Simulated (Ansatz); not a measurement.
# Scan of one atom of the cell for TiN (rock salt)

Starting cell, TiN (rock salt):

```yaml
crystal:
  lattice:
    - [0.00000, 2.10198, 2.10198]
    - [2.10198, 0.00000, 2.10198]
    - [2.10198, 2.10198, 0.00000]
  atoms:
    - { symbol: N, position: [0.00000, 0.00000, 0.00000] }
    - { symbol: Ti, position: [0.50000, 0.50000, 0.50000] }
```

Scan: atom 1 (N, nearest neighbour Ti at 2.102 Å; its periodic images, 3.0 Å or more away, move with it) is displaced along Cartesian [110], direction (0.707, 0.707, 0.000) in Cartesian axes, by s. The other atoms stay.

Method: PBEsol (plane waves to 420 eV, PAW, scalar-relativistic; Ansatz, a quantum-chemistry and plane-wave program). k mesh 15×15×15 (Γ-centred), Fermi-Dirac smearing 0.05 eV. The energy includes the smearing's −TS. Compression counts positive. With partly filled bands, energies and forces of such displacements shift with the k mesh and the smearing. F∥ is the force on the atom along that direction. TiN is run without spin polarisation. TiN was relaxed with its symmetry unable to fall. The zero of ΔE is the undisplaced structure.

| s (Å) | ΔE (meV/cell) | F∥ (eV/Å) | P (GPa) |
|---|---|---|---|
| -0.420 | 994 | 4.573 | 28.0 |
| -0.336 | 643 | 3.828 | 18.4 |
| -0.252 | 363 | 2.885 | 10.6 |
| -0.168 | 161 | 1.911 | 4.8 |
| -0.084 | 40 | 0.963 | 1.2 |
| 0.000 | 0 | 0.000 | 0.0 |
| 0.084 | 40 | -0.963 | 1.2 |
| 0.168 | 161 | -1.911 | 4.8 |
| 0.252 | 363 | -2.885 | 10.6 |
| 0.336 | 643 | -3.828 | 18.4 |
| 0.420 | 994 | -4.573 | 28.0 |

Summary:

| Quantity | Value |
|---|---|
| Energy at s = 0.420 Å | 994 meV/cell |
| Force along the line at s = -0.420 Å | 4.57 eV/Å |
| Symmetry of the curve | even: the same for both signs |
| Shape of the curve | a single well with its minimum at or next to zero displacement |
| Force constant k = d²E/ds² at s = 0 (finite differences) | 11.5 eV/Å² |
| Harmonic estimate at the end of the scan | ½ks² = 1014 meV/cell against the computed 994 meV/cell, so the well is close to harmonic there |
| Zone-centre optical wavenumber from k | 537 cm⁻¹ |

The 11 points together took about 70 core-seconds (a rough figure).

(A displaced cell: forces are minus the slopes of the energy, force constants its curvatures, and phonons follow from these.)
